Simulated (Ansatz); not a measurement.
Sr (fcc, Cu type), conventional cell a = b = c = 6.0289 Å, α = β = γ = 90.00°. The calculation uses the primitive cell of 1 atom, to which meshes and values per cell refer.

The volume is varied about the relaxed value V₀ at fixed cell shape. Symmetry pins the atoms to their sites.

These are PBE (plane waves to 420 eV, PAW, scalar-relativistic; Ansatz, a program for electronic structure) values and carry that method's errors. k mesh 13×13×13 (Γ-centred), Fermi-Dirac smearing 0.05 eV. Energies are smeared free energies. Compression counts positive. Sr was relaxed with its symmetry unable to fall. The PAW data are Ansatz's earlier set. The zero of ΔE is the relaxed starting cell.

```json
[
 {"V (Å³/cell)": "51.50", "ΔE (meV/atom)": "8", "P (GPa)": "0.8"},
 {"V (Å³/cell)": "52.05", "ΔE (meV/atom)": "5", "P (GPa)": "0.7"},
 {"V (Å³/cell)": "52.59", "ΔE (meV/atom)": "3", "P (GPa)": "0.5"},
 {"V (Å³/cell)": "53.14", "ΔE (meV/atom)": "2", "P (GPa)": "0.4"},
 {"V (Å³/cell)": "53.69", "ΔE (meV/atom)": "1", "P (GPa)": "0.3"},
 {"V (Å³/cell)": "54.24", "ΔE (meV/atom)": "0", "P (GPa)": "0.1"},
 {"V (Å³/cell)": "54.78", "ΔE (meV/atom)": "0", "P (GPa)": "0.0"},
 {"V (Å³/cell)": "55.33", "ΔE (meV/atom)": "0", "P (GPa)": "-0.1"},
 {"V (Å³/cell)": "55.88", "ΔE (meV/atom)": "1", "P (GPa)": "-0.2"},
 {"V (Å³/cell)": "56.43", "ΔE (meV/atom)": "2", "P (GPa)": "-0.3"},
 {"V (Å³/cell)": "56.98", "ΔE (meV/atom)": "3", "P (GPa)": "-0.4"},
 {"V (Å³/cell)": "57.52", "ΔE (meV/atom)": "4", "P (GPa)": "-0.5"},
 {"V (Å³/cell)": "58.07", "ΔE (meV/atom)": "6", "P (GPa)": "-0.6"}
]
```

What the scan shows:

```yaml
pressure_at_the_smallest_volume: 0.8 GPa
energy_cost_of_the_largest_compression: 8 meV/atom
energy_cost_of_the_largest_expansion: 6 meV/atom
Bulk modulus B₀ (third-order Birch-Murnaghan fit): 11.6 GPa
Pressure derivative B₀′ (fit): 3.4
equilibrium_volume_of_the_fit: 54.82 Å³/atom
Pressure for 5 % compression (fit): 0.6 GPa
```

(Under strain, the slope of the energy per volume gives the stress and its curvature an elastic modulus.)
